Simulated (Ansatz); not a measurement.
LiBr (rock salt): values from a third-order Birch-Murnaghan fit to a volume scan beside measured ones. Computed values: PBE (plane waves to 420 eV, PAW, scalar-relativistic; Ansatz, a first-principles code). LiBr was relaxed with its symmetry unable to fall.

```tsv
quantity	reference	kind
Lattice constant a (Å)	5.459	measured at or taken to low temperature
Bulk modulus B₀ (GPa)	26.3	measured at or taken to low temperature
```

References as given in: Klaus Doll, Hermann Stoll, Physical review. B, Condensed matter (1998), arXiv:cond-mat/9801031.

Q: Estimate the PBE values and the sign and size of each difference.

A: 
| quantity | PBE | difference |
|---|---|---|
| Lattice constant a (Å) | 5.511 | +1.0 % |
| Bulk modulus B₀ (GPa) | 25.7 | -2.2 % |

PBE overestimates the lattice constant a by 1.0 %. For the bulk modulus B₀ it lies within 5 % of the reference.

(A scan under strain: stresses follow from slopes of the energy per volume, elastic moduli from its curvatures.)
